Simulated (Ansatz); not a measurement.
Zr₃HRh:
```yaml
crystal:
  lattice:
    - [4.36294, 0.00000, 0.00000]
    - [0.00000, 4.36294, 0.00000]
    - [0.00000, 0.00000, 4.36294]
  atoms:
    - { symbol: Rh, position: [0.00000, 0.00000, 0.00000] }
    - { symbol: Zr, position: [0.50000, 0.50000, 0.00000] }
    - { symbol: Zr, position: [0.50000, 0.00000, 0.50000] }
    - { symbol: Zr, position: [0.00000, 0.50000, 0.50000] }
    - { symbol: H, position: [0.50000, 0.50000, 0.50000] }
```

Relaxed with PBE. Special points in fractions of this cell's reciprocal vectors: Γ (0.000, 0.000, 0.000); X (0.000, 0.500, 0.000); M (0.500, 0.500, 0.000); R (0.500, 0.500, 0.500).

### Question
List the band energies nearest the Fermi level at these points for the program Ansatz at the PBE with spin–orbit coupling level (PAW).

### Answer
In eV from the Fermi level; about four levels below and three above (degenerate sets whole), none deeper than 8.9 eV; points with the same levels are listed once.

```
k                                below                above
-  -----------------------------------  -------------------
Γ  -0.32 -0.32 -0.32 -0.32 -0.20 -0.20  1.20 1.20 1.20 1.20
X              -0.61 -0.61 -0.54 -0.54  1.13 1.13 1.17 1.17
M              -0.38 -0.38 -0.37 -0.37  1.58 1.58 1.58 1.58
R  -0.88 -0.88 -0.88 -0.88 -0.75 -0.75  0.85 0.85 0.85 0.85
```

Space group Pm-3m. The start of the workflow was typed in or built on a structure type; neither database checked (COD, Materials Project) lists it. Whether it is the stable phase at ambient conditions was not checked. The PBE relaxation kept the symmetry of its start; its stability against distortions is not shown here. The run is not spin-polarised.

Potentials: the earlier of the program's two PAW sets.
